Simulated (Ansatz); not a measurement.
**Computed properties of MoW**

MoW:
```
MoW
1.0
    0.00000     2.58984     2.58984
    2.58984     0.00000     2.58984
    2.58984     2.58984     0.00000
Mo W
1 1
Direct
  0.00000   0.00000   0.00000
  0.50000   0.50000   0.50000
```

Space group Fm-3m (No. 225), rock salt; conventional cell a = b = c = 5.180 Å, α = β = γ = 90.00°.

Method: plane-wave PAW PBEsol (Ansatz code). Structure relaxed to zero pressure with the same functional. Other levels are named where they apply.

**Cell and energy**

| Item | Value |
|---|---|
| Volume per atom | 17.37 Å³ |
| Density | 13.37 g/cm³ |
| Formation energy from the elements (no fitted shifts) | 1356 meV/atom |

**Electronic structure**

| Property | Value |
|---|---|
| Electronic character | metallic (no gap) |
| Density of states at the Fermi level | 1.2 states/eV per atom (mean over ±0.08 eV) |
| Gap with spin–orbit coupling | none (metallic) |

**Mechanics**

| Item | Result |
|---|---|
| Bulk modulus (Birch–Murnaghan fit) | 219 GPa |
| Pressure derivative B′ | 4.2 |
| Elastic constants (relaxed ions, GPa) | C11 = 494, C12 = 82.7, C44 = -104 |
| Mechanical stability | unstable (C has a negative eigenvalue) |

**Phonons**

| Property | Value |
|---|---|
| Highest zone-centre frequency | 187 cm⁻¹ |
| Zone-centre stability | no imaginary mode at Γ |

The start of the workflow was typed in or built on a structure type; neither database checked (COD, Materials Project) lists it. Its standing as an ambient phase is unchecked. Symmetry was held in the PBEsol relaxation. The run is not spin-polarised. Its formation energy is positive at this level, so the cell may be metastable or incomplete. As this level gives no gap, shear constants depend on the k-mesh and smearing (Fermi–Dirac, 0.1 eV here). As this level gives no gap, phonon frequencies hold no LO–TO term and depend on the k-mesh and smearing (Fermi–Dirac, 0.1 eV here). On the denser mesh and wider smearing of the elastic run this cell carries a stress of 0.3 GPa. The references are the lowest solids computed at this level, not always the standard phases. Scalar-relativistic: spin–orbit coupling is off unless named, which matters more the heavier the elements.

Potentials: the later of the program's two PAW sets.
